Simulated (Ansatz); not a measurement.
The relaxed structure here is a generated cell of HfN: the first start was made by placing the elements on the sites of a structure type, and the end was not matched to a known phase here, so it may be hypothetical. Known forms of HfN include space group No. 225.

One stationary structure of HfN. Space group Pnma (No. 62). These are PBEsol (plane waves to 420 eV, PAW, scalar-relativistic; Ansatz, a quantum-chemistry and plane-wave program) values and carry that method's errors.

```cif
data_Hf4N4
_chemical_formula_sum 'Hf4 N4'
_space_group_name_H-M_alt 'Pnma'
_space_group_IT_number 62
_space_group_name_Hall '-P 2ac 2n'
_cell_length_a 6.98228
_cell_length_b 3.55013
_cell_length_c 4.96773
_cell_angle_alpha 90.000
_cell_angle_beta 90.000
_cell_angle_gamma 90.000
loop_
_atom_site_label
_atom_site_type_symbol
_atom_site_symmetry_multiplicity
_atom_site_Wyckoff_symbol
_atom_site_fract_x
_atom_site_fract_y
_atom_site_fract_z
_atom_site_occupancy
Hf1 Hf 4 c 0.13241 0.75000 0.20536 1
N1 N 4 c 0.15447 0.25000 0.99236 1
```

### Question
Predict the band gap from PBEsol.

### Answer
No gap on the sampled points, where the bands overlap only slightly; such a result is sensitive to mesh and level.

No spin polarisation in the result.

The run could not lose the symmetry of its start; a randomly shaken copy of 8 atoms returns to this structure.
